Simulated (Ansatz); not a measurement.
Si in space group C2/m (No. 12; Si on 4i, Si on 4i, Si on 4i, Si on 4i) under volume change, the program Ansatz at the PBEsol level (PAW), shape and atoms relaxed at each volume.

```tsv
V (Å³/atom)	E − E(relaxed) (meV/atom)	P (GPa)
18.939	…	…
19.563	22.0	5.92
20.188	5.2	2.75
20.812	0.0	0.00
21.436	4.7	-2.35
22.061	17.9	-4.37
22.685	…	…
```

Question: What belongs in the gaps?

Answer: 
- 22.685, E − E(relaxed) (meV/atom): 38.4
- 22.685, P (GPa): -6.09
- 18.939, E − E(relaxed) (meV/atom): 52.0
- 18.939, P (GPa): 9.59

Question: What does a third-order Birch–Murnaghan fit give for V₀, B₀ and B′?

Answer: V₀ = 20.81 Å³/atom, B₀ = 84.2 GPa, B′ = 4.0.

The first step of the workflow began from a Materials Project structure, measured or hypothetical; the Crystallography Open Database copy checked does not list it. It is not the phase usual at ambient conditions (space group No. 227). The cell was relaxed with PBEsol under the symmetry of its start; whether a distortion lowers the energy is not shown.

Potentials: the later of the program's two PAW sets.
